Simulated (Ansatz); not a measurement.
C in space group I4_1/amd (No. 141; C on 8e) at seven volumes, DFT-PBEsol in the program Ansatz with PAW potentials, shape and atoms relaxed at each. One row is withheld.

```
V (Å³/atom)  P (GPa)
-----------  -------
6.252              ?
6.458          23.52
6.664          10.97
6.870           0.01
7.076          -9.57
7.282         -17.93
7.488         -25.25
```

### Question
Fit the shown pressures and predict the withheld one.

### Answer
P = (3/2)B₀(x^(7/2) − x^(5/2))[1 + (3/4)(B′ − 4)(x − 1)] with x = (V₀/V)^(2/3). Least squares on the six rows gives V₀ = 6.870 Å³/atom, B₀ = 341 GPa, B′ = 3.51. At V = 6.252, x = 1.0649 and P = 37.89 GPa. The run itself gave 37.90 GPa.

The start of the workflow was typed in or built on a structure type; the Crystallography Open Database files this formula in space group No. 141, but the cells were not matched. It is not the phase usual at ambient conditions (space group No. 194, 227). Symmetry was held in the PBEsol relaxation; of distortions, only those at the zone centre were tested.

Potentials: the later of the program's two PAW sets.
